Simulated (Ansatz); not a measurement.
# Calculated Fe-57 Mössbauer parameters for FePt

Cell: an entry of the Crystallography Open Database (COD), taken as it stands.

```
Fe Pt
1.0
     2.72350    0.00000    0.00000
     0.00000    2.72350    0.00000
     0.00000    0.00000    3.72000
Fe Pt
1 1
Direct
  0.00000 0.00000 0.00000
  0.50000 0.50000 0.50000
```

Sites (sets of like atoms) are named by element and the number of their first atom in this list.

The numbers come from a DFT calculation in Ansatz (PBE, plane waves and PAW, scalar-relativistic, collinear spin, 420 eV cutoff, Γ-centred 12×12×9 k-points, Fermi–Dirac smearing 0.05 eV). Start moments as typed (μB): 3 on each Fe, none on the rest.

Isomer shifts (against α-Fe) follow from the electron density at the nucleus, δ = α(ρ − ρ₀), with α = -0.366 mm s⁻¹ a₀³ and ρ₀ = 14904.00 a₀⁻³ from a line fitted to 10 measured compounds at this level of theory (rms miss 0.11 mm/s). ΔE_Q = ½eQV_zz(1 + η²/3)^½ with Q = 0.160 b for the 14.4 keV state. B_c is the Fermi-contact field along the atom's own moment; orbital and dipolar fields are not included.

Problem. Give the isomer shift and quadrupole splitting and contact field of each Fe site.

Solution. 

```json
{"site": "Fe", "atoms": "1", "first shell": "8 Pt at 2.68 Å, 4 Fe at 2.72 Å", "ρ − ρ₀ (a₀⁻³)": "-0.89", "δ (mm/s)": "0.32", "ΔE_Q (mm/s)": "0.33", "η": "0.00", "|m| (μB)": "2.96", "B_c (T)": "-25.3"}
```



The run finds no gap above 0.1 eV (a metal, or nearly one), so the gradients can move by 10 % or more with the k-mesh. Without spin–orbit coupling the gradients at and beside Pt can be off by some per cent, at some sites by more. With these PAW files V_zz is typically within 2 to 3 % of all-electron values, but misses above 10 % occur on Fe. The magnetic order is the one that the run reached from its start moments, not necessarily the measured one. Semilocal functionals underestimate the core's spin polarisation, so contact fields of ionic iron come out too small in magnitude.
